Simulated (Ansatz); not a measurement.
Clean, relaxed (111) surface of TiN, space group Fm-3m (No. 225) (top face towards +c; atoms held fixed, by place in the list: 1, 2, 3, 4):

```
CELL_PARAMETERS angstrom
2.97263 0.00000 0.00000
-1.48632 2.57437 0.00000
0.00000 0.00000 25.49500
ATOMIC_POSITIONS crystal
N 0.33333 0.66667 0.33340
Ti 0.66667 0.33333 0.38100
N 0.00000 0.00000 0.42860
Ti 0.33333 0.66667 0.47620
N 0.66667 0.33333 0.52349
Ti 0.00000 0.00000 0.57179
N 0.33333 0.66667 0.62049
Ti 0.66667 0.33333 0.66202
```

All numbers below come from DFT PBEsol, scalar-relativistic, plane waves, PAW in Ansatz 0.2.0. Plane waves to 420 eV, a k mesh through Γ of 12×12×1 on the computed 8-atom cell and Gaussian smearing (0.10 eV); no spin polarisation. A dipole correction removes the field between periodic images along c.

CO is put at the bridge (Ti-Ti) at (0.17, 0.83) site, one adsorbate per 7.7 Å², and relaxed. E_ads counts from the clean slab and the free adsorbate (spin-polarised where it has unpaired electrons); negative means bound. Heights count from the highest slab atom after relaxation. Bonded neighbours lie within 1.25 times the sum of covalent radii (1.35 for H) and, on that scale, within 12 % of the closest. With the adsorbate the cell is lengthened along c to keep the vacuum.

Task: How strongly does it bind, and where does its anchoring atom end?

Result: -1.94 eV; at (0.00, 0.00), 3 bonded neighbours (Ti).

Task: How high does its anchoring atom sit over the highest slab atom, and what is the shortest contact with the surface?

Result: 1.60 Å; C–Ti 2.34 Å.

Task: The clean face has a work function of 4.65 eV. How does the adsorbate change it?

Result: By +1.94 eV.

Task: Does the adsorbate stay in one piece?

Result: Yes.

Each end is the local minimum or symmetric point that its start leads to. This ideal cut is polar: the work functions of its two faces differ by 3.4 eV. Real polar faces reconstruct or get covered, and then bind electron donors or acceptors far more weakly.

Spin polarisation was left out, and a magnetic state may lie lower.